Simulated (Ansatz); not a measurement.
Relaxed-ion elastic tensor of NbRu (rock salt, space group No. 225) in GPa (Voigt order), PBEsol in the plane-wave PAW code Ansatz; density 9.52 g/cm³, 16.92 Å³ per atom.

```json
[
 {"": "1", "1": "351", "2": "134", "3": "134", "4": "0.0", "5": "0.0", "6": "0.0"},
 {"": "2", "1": "134", "2": "351", "3": "134", "4": "0.0", "5": "0.0", "6": "0.0"},
 {"": "3", "1": "134", "2": "134", "3": "351", "4": "0.0", "5": "0.0", "6": "0.0"},
 {"": "4", "1": "0.0", "2": "0.0", "3": "0.0", "4": "-22.8", "5": "0.0", "6": "0.0"},
 {"": "5", "1": "0.0", "2": "0.0", "3": "0.0", "4": "0.0", "5": "-22.8", "6": "0.0"},
 {"": "6", "1": "0.0", "2": "0.0", "3": "0.0", "4": "0.0", "5": "0.0", "6": "-22.8"}
]
```

**Question.** Is the crystal mechanically stable?

**Answer.** No: the smallest eigenvalue of C is -22.8 GPa.

Space group Fm-3m (rock salt). The start of the workflow was typed in or built on a structure type; neither database checked (COD, Materials Project) lists it. COD files the formula under space group No. 123, 221. Whether it is the stable phase at ambient conditions was not checked. The cell was relaxed with PBEsol under the symmetry of its start. At this level the phase is mechanically unstable. No spin polarisation was allowed. Its formation energy is positive at this level, so the cell may be metastable or incomplete. As this level gives no gap, shear constants depend on the k-mesh and smearing (Fermi–Dirac, 0.1 eV here).

Potentials: the later of the program's two PAW sets.
